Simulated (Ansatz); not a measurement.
The calculation used DFT PBE, scalar-relativistic, plane waves, PAW in Ansatz. Settings: cutoff 420 eV, Γ-centred meshes spaced at most about 0.3 Å⁻¹, and about 0.25 Å⁻¹ or finer for metals (2π included), Gaussian smearing. No spin polarisation in the final relaxations.

All energies are static (0 K, no zero-point motion).

Compare these two cells of ZrIn2Se3, each relaxed at this level.

A.

```
Zr In Se
1.0
     3.51731    0.00000    0.00000
     0.00000    3.51731    0.00000
     0.00000    0.00000   11.23506
Zr In Se
1 2 3
Direct
  0.50000 0.50000 0.00000
  0.50000 0.50000 0.33965
  0.50000 0.50000 0.66035
  0.00000 0.00000 0.86487
  0.00000 0.00000 0.13513
  0.00000 0.00000 0.50000
```

B.

```
Zr In Se
1.0
     3.91710    0.00000    0.00000
     0.00000    3.91710    0.00000
     0.00000    0.00000    9.20992
Zr In Se
1 2 3
Direct
  0.50000 0.50000 0.00000
  0.50000 0.00000 0.69886
  0.00000 0.50000 0.30114
  0.50000 0.00000 0.36557
  0.00000 0.50000 0.63443
  0.00000 0.00000 0.00000
```

Task: Which would you expect to be lower, and how large is the difference?

Result: A is lower, by 205 meV/atom. A has Zr and In ordered on caesium chloride sites, space group P4/mmm (No. 123), 23.2 Å³/atom and no gap on its mesh; B has space group P-4m2 (No. 115), 23.6 Å³/atom and no gap. Counting Se atoms around In and Zr (those within 1.25 times the shortest such distance or 1.15 times the sum of covalent radii; a plus sign parts nearer from farther groups), A has Zr 8, In 4+4 and B has Zr 4, In 5+2. Both come from invented guesses.

Cells relaxed within their symmetry can be saddle points.
